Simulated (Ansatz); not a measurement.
Sr$_{3}$AsN:
```
Sr3AsN
1.0
    5.04142     0.00000     0.00000
    0.00000     5.04142     0.00000
    0.00000     0.00000     5.04142
Sr As N
3 1 1
Direct
  0.00000   0.50000   0.50000
  0.50000   0.00000   0.50000
  0.50000   0.50000   0.00000
  0.00000   0.00000   0.00000
  0.50000   0.50000   0.50000
```

Plane-wave PAW PBEsol (Ansatz code) gives a gap of 0.38 eV without spin–orbit coupling, maximum at Γ, minimum at Γ.

### Question
What happens when spin–orbit coupling is switched on?

### Answer
The gap drops by 0.02 eV, to 0.36 eV; maximum at Γ, minimum at Γ.

### Question
How large is the spin–orbit splitting of the valence top at Γ?

### Answer
The fourfold level lies 0.03 eV above the split-off pair.

### Question
Give the electron effective mass with spin–orbit coupling, band 1 of 2 at the edge.

### Answer
0.66 along [100], 0.34 along [110], 0.25 along [111] (mₑ).

### Question
Give the electron effective mass with spin–orbit coupling, band 2 of 2 at the edge.

### Answer
0.14 along [100], 0.17 along [110], 0.22 along [111] (mₑ).

### Question
Give the hole effective mass with spin–orbit coupling, band 1 of 2 at the edge.

### Answer
0.42 along [100], 0.38 along [110], 0.37 along [111] (mₑ).

### Question
Give the hole effective mass with spin–orbit coupling, band 2 of 2 at the edge.

### Answer
0.11 along [100], 0.11 along [110], 0.12 along [111] (mₑ).

Space group Pm-3m (anti-perovskite). The first step of the workflow began from a Materials Project structure, measured or hypothetical; the Crystallography Open Database copy checked does not list it. Whether it is the stable phase at ambient conditions was not checked. Symmetry was held in the PBEsol relaxation; its stability against distortions is not shown here.

Potentials: the later of the program's two PAW sets.
